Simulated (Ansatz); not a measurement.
# Rb2LaMnF6: input and output

The input, for Ansatz 0.2.0 (plane waves, PAW):

```yaml
crystal:
  lattice:
    - [0.0, 4.280297, 4.280297]
    - [4.280297, 0.0, 4.280297]
    - [4.280297, 4.280297, 0.0]
  atoms:
    - { symbol: Mn, position: [0.0, 0.0, 0.0] }
    - { symbol: F, position: [0.7716, 0.2284, 0.2284] }
    - { symbol: F, position: [0.2284, 0.7716, 0.2284] }
    - { symbol: F, position: [0.2284, 0.7716, 0.7716] }
    - { symbol: F, position: [0.7716, 0.2284, 0.7716] }
    - { symbol: F, position: [0.2284, 0.2284, 0.7716] }
    - { symbol: F, position: [0.7716, 0.7716, 0.2284] }
    - { symbol: Rb, position: [0.25, 0.25, 0.25] }
    - { symbol: Rb, position: [0.75, 0.75, 0.75] }
    - { symbol: La, position: [0.5, 0.5, 0.5] }
  symmetry: { tolerance: 0.0003 }
kpoints:
  mp_grid: { grid: [7, 7, 7], shift: [0, 0, 0] }
  band_path:
    path:
      - [0.0, 0.0, 0.0]
      - [0.5, 0.0, 0.5]
      - [0.625, 0.25, 0.625]
      - [0.375, 0.375, 0.75]
      - [0.0, 0.0, 0.0]
      - [0.5, 0.5, 0.5]
      - [0.5, 0.25, 0.75]
      - [0.5, 0.0, 0.5]
    npoints: 10
magnetization:
  spin_polarized: false
scf:
  occupations: { method: fermi_dirac, width: 0.0745 }
  lower_state_search: "off"
  max_iter: 200
hamiltonian:
  pseudopotentials: { kind: paw }
  xc: r2scan
basis:
  ecutwfc: 500
  fft_grid_basis: typed
output:
  forces: true
  stress: true
  eigenvalues: true
  bader: true
  populations: true
  elf: true
  write_potential: true
  volumetric_format: npy
  dos:
    e_range: [-12, 8]
    de: 0.05
    projected: { site_lists: { F: [F], La: [La], Mn: [Mn], Rb: [Rb] } }
checkpoint:
  read: saved_state
```

Launched with:

```sh
ansatz run input.yaml --threads 1 --pin off --max-ram 2560MiB --backend cpu --events-out ev --progress --plain --runs-dir out
```

The saved state is an earlier solution for the same cell, perhaps on another mesh. 

Output (shortened):

```
La: projections on atomic orbitals take those of the free atom [Kr 4d10] 4f0 5s2 5p6 5d1 6s2, of charge +0.00 (hamiltonian.pseudopotentials.projection_atoms); the dataset's partial waves leave at most 1.9e-5 of an orbital's norm unspanned inside its sphere
Pseudopotentials: kind: paw
Pseudopotential: Mn, paw, valence charge 15, recommended cutoff 500 eV (meta_gga), Mn.paw.azcp
Pseudopotential: F, paw, valence charge 7, recommended cutoff 500 eV (meta_gga), F.paw.azcp
Pseudopotential: Rb, paw, valence charge 9, recommended cutoff 500 eV (meta_gga), Rb.paw.azcp
Pseudopotential: La, paw, valence charge 11, recommended cutoff 500 eV (meta_gga), La.paw.azcp
Functional definition: r2SCAN
  exchange = r2scan_x(k0 = k0, k1 = k1, a1 = a1)
  correlation = r2scan_c
Crystal: 10 atoms, lattice volume = 156.838 Å³
Basis set: ecut = 500 eV, 3943 PW (Γ), exchange–correlation on 180×180×180 points (64 copies of the dense FFT grid, shifted against one another)
Bands: 53, of which v1, the nominal top of the filled ones, is band 43 counted from 1 (42 counted from 0)
Symmetry: 48 space group operations
Space group: Fm-3m (ITA 225), of the structure as read, at distance tolerance 1.6e-3 Å
k-points: 20 of 343
Initial density: read from a saved state, or passed on in memory by an earlier SCF of this step, an earlier step, the calling program or the single point that the run made first
Functional: x = r2scan, c = r2scan; τ floored in thin density (d = 2e-4 eV/Å³)
SCF iter   1: F=-21594.0478 eV  Δρ=2.09e-3  dr2=6.72e-4  dr2_τ=1.15e-3
SCF iter   2: F=-21594.0481 eV  Δρ=1.16e-3  dr2=3.31e-4  dr2_τ=4.48e-4
SCF iter   3: F=-21594.0467 eV  Δρ=1.01e-3  dr2=1.80e-3  dr2_τ=1.29e-4  recentre
SCF iter   4: F=-21594.0482 eV  Δρ=3.53e-4  dr2=1.09e-4  dr2_τ=3.17e-5
SCF iter   5: F=-21594.0483 eV  Δρ=5.11e-5  dr2=3.05e-6  dr2_τ=4.16e-7
SCF iter   6: F=-21594.0482 eV  Δρ=2.91e-5  dr2=1.32e-6  dr2_τ=3.20e-8
SCF iter   7: F=-21594.0482 eV  Δρ=8.57e-6  dr2=1.35e-7  dr2_τ=2.89e-9
SCF iter   8: F=-21594.0482 eV  Δρ=1.80e-6  dr2=5.95e-9  dr2_τ=4.64e-10
Free energy (F): -21594.0482 eV
Harris-Foulkes:  -21594.0482 eV  (|F-HF|=4.01e-9)
Internal energy: -21594.0278 eV  (E = F + TS)
E sigma→0 (E₀):  -21594.0380 eV
Entropy (-TS):   -0.0204 eV (-2.038 meV/atom)
Fermi energy:    11.7316 eV
--- Forces (eV/Å), atoms counted from 1 ---
  atom   1  Mn     0.0000     0.0000     0.0000
  atom   2  F      0.6767     0.0000     0.0000
  atom   3  F      0.0000     0.6767     0.0000
  atom   4  F     -0.6767     0.0000     0.0000
  atom   5  F      0.0000    -0.6767     0.0000
  atom   6  F      0.0000     0.0000     0.6767
  atom   7  F      0.0000     0.0000    -0.6767
  atom   8  Rb     0.0000     0.0000     0.0000
  atom   9  Rb     0.0000     0.0000     0.0000
  atom  10  La     0.0000     0.0000     0.0000
--- Stress (GPa, compression-positive) ---
        6.3452       0.0000       0.0000
        0.0000       6.3452       0.0000
        0.0000       0.0000       6.3452
  P = ⅓ Tr σ = 6.3452 GPa (63.452 kbar)
--- Löwdin populations: 10 sites ---
  site symbol       q [e]
     0     Mn     14.2397
     1      F      7.5205
     2      F      7.5205
     3      F      7.5205
     4      F      7.5205
     5      F      7.5205
     6      F      7.5205
     7     Rb      8.1054
     8     Rb      8.1054
     9     La     10.1507
  spilling = 0.0032 (of n_electrons = 86.0000)
--- Bader charges: 10 sites ---
  site symbol  charge [e]  shift [e]
     0     Mn      1.1854     0.0071
     1      F     -0.8236     0.0011
     2      F     -0.8236     0.0011
     3      F     -0.8236     0.0011
     4      F     -0.8236     0.0011
     5      F     -0.8236     0.0011
     6      F     -0.8236     0.0011
     7     Rb      0.8688     0.0000
     8     Rb      0.8688     0.0000
     9     La      2.0184     0.0002
```

Origin: a known structure type with other elements, at an estimated volume, so it need not be a known compound. Caveats: no spin polarisation, so a magnetic state may lie lower; f levels without a U or exact exchange are poorly placed.

Run time, from a saved density: 78 s on 1 thread of Intel(R) Xeon(R) 6975P-C (Granite Rapids), on a shared host, peak memory 1 GiB.
